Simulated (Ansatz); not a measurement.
Ta₂O₅: work and stress of cleavage

All numbers below come from DFT PBEsol, scalar-relativistic, plane waves, PAW (Ansatz). Cutoff 420 eV, Γ-centred 9×9×3 k-points, Gaussian smearing of 0.03 eV. Spin–orbit coupling is left out, which matters for the heavy elements here. No spin polarisation. Energies are free energies at this smearing, counted from the undisturbed cell; pressure is positive in compression.

The starting cell (relaxed at this level; it needn't be the usual structure):

```
CELL_PARAMETERS angstrom
-3.66999 0.00000 0.00000
0.00000 -3.85909 0.00000
0.00000 0.00000 12.86696
ATOMIC_POSITIONS crystal
Ta 0.50000 0.00000 0.04480
Ta 0.50000 0.00000 0.54480
Ta 0.00000 0.00000 0.79480
Ta 0.00000 0.00000 0.29480
O 0.50000 0.50000 0.04480
O 0.50000 0.50000 0.54480
O 0.00000 0.00000 0.13443
O 0.00000 0.00000 0.63443
O 0.00000 0.50000 0.79480
O 0.00000 0.50000 0.29480
O 0.50000 0.00000 0.79480
O 0.50000 0.00000 0.29480
O 0.00000 0.00000 0.95517
O 0.00000 0.00000 0.45517
```

The cut lies on the cell's a–b face, a (0 0 1) plane (indices in the standard cell, whose axes needn't be the Cartesian ones shown) of area 14.16 Å², between layers 1.15 Å apart. Vector c is lengthened by d along the normal with the atoms' Cartesian places fixed: one unrelaxed cut a cell. The traction is positive where the two halves pull on each other.

```csv
d (Å),energy (J/m²),traction (GPa)
-0.30,0.70,-50.5
-0.15,0.16,-22.3
0.00,0.00,0.0
0.25,0.35,25.8
0.50,1.20,40.7
0.75,2.31,46.7
1.00,3.48,46.1
1.50,5.54,34.9
2.00,6.90,19.9
3.00,7.97,4.6
4.50,8.29,1.0
6.00,8.38,0.4
```

Problem. What are the work of separation and the cleavage stress, and do they fit the universal binding curve?

Solution. The energy levels off near W ≈ 8.38 J/m² (the traction is down to 0.4 GPa), the energy of the two unrelaxed faces, 4.19 J/m² each on average. The largest sampled traction is 46.7 GPa at d = 0.75 Å, and a parabola through it and its two neighbours peaks at σ_max ≈ 47.3 GPa, d ≈ 0.85 Å. The curve E = W[1 − (1 + d/ℓ)exp(−d/ℓ)] peaks in traction at d = ℓ with σ_max = W/(eℓ); with 1 J/m² per Å = 10 GPa this W and σ_max give ℓ = 0.65 Å. A parabola through that curve at the same three d peaks at 0.67 Å, against 0.85 Å here, so the traction peaks further out than on that curve. The cut parts unlike faces (O and O/Ta); in an ionic crystal that makes them polar, and the energy then depends on the thickness of the slab. The opened faces are metallic here, and spin polarisation, left out, could lower W. Real crystals break at far lower stress, because cracks concentrate it, and on the plane of lowest W, which needn't be this one.

The cut is rigid; relaxing the faces lowers these energies and usually the stresses.

The gap closes along the scan, which can put kinks into the curve.

Cost: 12 runs of about 11 core-minutes in all, on Intel Xeon 6975P-C (Granite Rapids) (shared hosts).